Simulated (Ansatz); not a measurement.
# Data sheet: CdSiP$_{2}$ (DFT)

CdSiP2:
```yaml
crystal:
  lattice:
    - [-2.82206, 2.82206, 5.24987]
    - [2.82206, -2.82206, 5.24987]
    - [2.82206, 2.82206, -5.24987]
  atoms:
    - { symbol: Cd, position: [0.75000, 0.25000, 0.50000] }
    - { symbol: Cd, position: [0.00000, 0.00000, 0.00000] }
    - { symbol: Si, position: [0.25000, 0.75000, 0.50000] }
    - { symbol: Si, position: [0.50000, 0.50000, 0.00000] }
    - { symbol: P, position: [0.16768, 0.12500, 0.54268] }
    - { symbol: P, position: [0.58232, 0.62500, 0.45732] }
    - { symbol: P, position: [0.37500, 0.83232, 0.95732] }
    - { symbol: P, position: [0.87500, 0.41768, 0.04268] }
```

Space group I-42d (No. 122), chalcopyrite; conventional cell a = b = 5.644 Å, c = 10.500 Å, α = β = γ = 90.00°.

Method: PBEsol (plane waves, PAW; program Ansatz). Geometry: relaxed at this level of theory. Other levels are named where they apply.

### Cell and energy

- Volume per atom: 20.90 Å³
- Density: 4.02 g/cm³
- Formation energy from the elements (no fitted shifts): -0.21 eV/atom

### Electronic structure

Band gap: 1.24 eV (direct)
Valence-band maximum: at Γ
Conduction-band minimum: at Γ
Electron effective mass: 0.27, 0.27, 0.72 mₑ (principal values)
Hole effective mass: 0.14, 0.42, 0.42 mₑ (principal values)
Hole effective mass with spin–orbit coupling: 0.14, 0.42, 0.42 mₑ (principal values)
HSE06 gap on the PBEsol cell: 2.00 eV
Gap with spin–orbit coupling: 1.24 eV

### Mechanics

- Bulk modulus (Birch–Murnaghan fit): 82.6 GPa
- Pressure derivative B′: 4.5
- Elastic constants (relaxed ions, GPa): C11 = 124, C12 = 61.2, C13 = 66.8, C33 = 109, C44 = 54.3, C66 = 52.5
- Mechanical stability: stable (all eigenvalues of C positive)
- Hill bulk and shear moduli: 82.8 and 40.4 GPa
- Young's modulus: 104 GPa
- Poisson's ratio: 0.29
- Debye temperature from the elastic constants: 382 K
- Piezoelectric stress constants (proper, relaxed ions, C/m²): e14 = e25 = -0.18

### Dielectric response

* **Electronic dielectric constant ε∞ (DFPT)**: 11.2 (xx = yy), 10.9 (zz)
* **Born charges (a third of the trace)**: Cd +1.90, Si +2.32, P -2.11 e

The PBEsol relaxation kept the symmetry of its start. Signs of piezoelectric constants follow the polarity of the cell as given. The references are the lowest solids computed at this level, not always the standard phases. Scalar-relativistic: spin–orbit coupling is off unless named, which matters more the heavier the elements.

Potentials: the later of the program's two PAW sets.
